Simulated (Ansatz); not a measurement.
Relaxed-ion elastic tensor of BaTaO3 (cubic perovskite, space group No. 221) in GPa (Voigt order), the program Ansatz at the LDA level (PAW); density 9.24 g/cm³, 13.17 Å³ per atom.

```csv
,1,2,3,4,5,6
1,416,108,108,0.0,0.0,0.0
2,108,416,108,0.0,0.0,0.0
3,108,108,416,0.0,0.0,0.0
4,0.0,0.0,0.0,79.3,0.0,0.0
5,0.0,0.0,0.0,0.0,79.3,0.0
6,0.0,0.0,0.0,0.0,0.0,79.3
```

### Question
Is the crystal mechanically stable?

### Answer
Yes: the smallest eigenvalue of C is 79.3 GPa.

### Question
Work out the Voigt, Reuss and Hill averages.

### Answer
K_V = 211, K_R = 211, K_H = 211; G_V = 109, G_R = 98.4, G_H = 104 GPa.

### Question
Give Young's modulus, Poisson's ratio, Pugh's ratio and the universal anisotropy index.

### Answer
E = 9KG/(3K + G) = 267 GPa; ν = 0.29; K/G = 2.03 (ductile by the Pugh limit of 1.75); A_U = 5G_V/G_R + K_V/K_R − 6 = 0.55.

### Question
Estimate the sound speeds and the Debye temperature.

### Answer
v_l = √((K + 4G/3)/ρ) = 6150 m/s, v_t = √(G/ρ) = 3350 m/s, mean 3740 m/s; Θ = (h/k)(3n/4πV)^(1/3) v_m = 471 K.

### Question
Give the Zener ratio and Young's modulus along [100], [110] and [111].

### Answer
A = 2C44/(C11 − C12) = 0.51; 1/E = S11 − 2(S11 − S12 − S44/2)Γ with Γ = 0, 1/4, 1/3 gives 371, 237, 211 GPa.

### Question
Solve the Christoffel equation for the three sound speeds along [100], [110], [111].

### Answer
Eigenvalues of C_ijkl n_j n_l equal ρv². In km/s, slowest first: [100] 2.93, 2.93, 6.71; [110] 2.93, 4.08, 6.08; [111] 3.74, 3.74, 5.85.

Space group Pm-3m (cubic perovskite). The first step of the workflow began from a Materials Project structure, measured or hypothetical; the Crystallography Open Database copy checked does not list it. Its standing as an ambient phase is unchecked. Symmetry was held in the LDA relaxation; of distortions, only those at the zone centre were tested. No spin polarisation was allowed. With an odd number of electrons in the cell and no spin polarisation, the count alone makes it a metal. As this level gives no gap, shear constants depend on the k-mesh and smearing (Fermi–Dirac, 0.1 eV here). Spin–orbit coupling is left out wherever it is not named.

Potentials: the later of the program's two PAW sets.
